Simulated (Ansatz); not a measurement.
BaCd2As2:
```
CELL_PARAMETERS angstrom
      4.54683     0.00000     0.00000
     -2.27342     3.93767     0.00000
      0.00000     0.00000     7.73682
ATOMIC_POSITIONS crystal
  Ba 0.00000 0.00000 0.00000
  Cd 0.66667 0.33333 0.37079
  Cd 0.33333 0.66667 0.62921
  As 0.66667 0.33333 0.73569
  As 0.33333 0.66667 0.26431
```

Relaxed with r²SCAN. Special points in fractions of this cell's reciprocal vectors: Γ (0.000, 0.000, 0.000); M (0.500, 0.000, 0.000); K (0.333, 0.333, 0.000); A (0.000, 0.000, 0.500); L (0.500, 0.000, 0.500); H (0.333, 0.333, 0.500).

Question: List the band energies nearest the valence-band maximum at these points for r²SCAN in the plane-wave PAW code Ansatz.

Answer: In eV from the valence-band maximum; about four levels below and three above (degenerate sets whole), none deeper than 8.9 eV; points with the same levels are listed once.

```
k                        below                above
-  ---------------------------  -------------------
Γ  -1.13 -1.13 -0.12 0.00 0.00       0.72 0.83 2.36
M      -1.95 -1.79 -1.79 -1.26       1.26 3.13 3.19
K      -3.29 -1.62 -1.62 -1.38       3.06 3.06 3.66
A      -0.69 -0.69 -0.64 -0.64  0.72 1.87 3.10 3.10
L      -2.33 -2.16 -0.75 -0.74       1.41 2.19 2.49
H      -2.82 -2.06 -1.65 -1.65       2.54 2.54 4.24
```

Space group P-3m1. The first step of the workflow began from a Materials Project structure, measured or hypothetical; the Crystallography Open Database copy checked does not list it. Whether it is the stable phase at ambient conditions was not checked. The r²SCAN relaxation kept the symmetry of its start; whether a distortion lowers the energy is not shown. Scalar-relativistic: spin–orbit coupling is off unless named, which matters more the heavier the elements.

Potentials: the later of the program's two PAW sets.
